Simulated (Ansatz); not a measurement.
## What DFT gives for Ba₂CaOsI₆

```
CELL_PARAMETERS angstrom
0.00000 5.62259 5.62259
5.62259 0.00000 5.62259
5.62259 5.62259 0.00000
ATOMIC_POSITIONS crystal
Ba 0.25000 0.25000 0.25000
Ba 0.75000 0.75000 0.75000
Ca 0.50000 0.50000 0.50000
Os 0.00000 0.00000 0.00000
I 0.76700 0.23300 0.23300
I 0.23300 0.76700 0.23300
I 0.23300 0.76700 0.76700
I 0.76700 0.23300 0.76700
I 0.23300 0.23300 0.76700
I 0.76700 0.76700 0.23300
```

The numbers come from plane-wave PAW DFT (Ansatz): HSE06, no spin polarisation, 420 eV, 4×4×4 Γ-centred k points, gaussian occupations (width 0.0138 eV). Nothing was relaxed.

Problem. What do density and ELF say about some of the short contacts?

Solution. Os–I at 2.62 Å: least valence density 0.50 e/Å³ and ELF 0.32 there. Ca–I at 3.00 Å: least valence density 0.17 e/Å³ and ELF 0.10 there. Ba–I at 3.98 Å: least valence density 0.05 e/Å³ and ELF 0.06 there. These are pseudo-fields; inside the PAW spheres they differ from the all-electron ones.

Problem. Metal or insulator?

Solution. It is a metal, with about 4.9 states/eV a cell as the mean within 0.25 eV of the Fermi level.

Problem. How is the charge shared?

Solution. Bader charges in e: Ba +1.47, Ca +1.41, Os -0.01, I -0.72. In the mean Ba gives up most and I takes most.

Problem. Which atom feels the largest force, and which way?

Solution. The largest is on I9 (and as large on other atoms): 0.72 eV/Å, components (0.00, 0.00, 0.72). It makes 180° with the line to a nearest neighbour, Os4 at 2.62 Å, pointing away from it.

Problem. Is the cell too large or too small?

Solution. The pressure is 2.9 GPa (compression positive), so with the atoms held at these fractions the cell would first expand.

Origin: a known structure type with other elements, at an estimated volume, so it need not be a known compound. Caveats: the exchange threshold is loose for a stress; the SCF threshold is loose for a stress; hybrid pressures are less sure with W, Ta, Re, Os or Al on these datasets.
